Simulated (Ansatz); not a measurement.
Y$_{3}$Si$_{5}$ in space group P-62m (No. 189; Y on 3f, Si on 2d, Si on 3g) at seven volumes, the program Ansatz at the PBE level (PAW), shape and atoms relaxed at each. One row is withheld.

```
V (Å³/atom)  P (GPa)
-----------  -------
17.911          9.34
18.501          5.66
19.092             ?
19.682          0.00
20.273         -2.00
20.863         -3.83
21.454         -5.37
```

Question: Fit the shown pressures and predict the withheld one.

Answer: P = (3/2)B₀(x^(7/2) − x^(5/2))[1 + (3/4)(B′ − 4)(x − 1)] with x = (V₀/V)^(2/3). Least squares on the six rows gives V₀ = 19.698 Å³/atom, B₀ = 77.3 GPa, B′ = 5.00. At V = 19.092, x = 1.0211 and P = 2.61 GPa. The run itself gave 2.58 GPa.

The start of the workflow was typed in or built on a structure type; neither database checked (COD, Materials Project) lists it. Whether it is the stable phase at ambient conditions was not checked. Symmetry was held in the PBE relaxation; its stability against distortions is not shown here. No spin polarisation was allowed.

Potentials: the earlier of the program's two PAW sets.
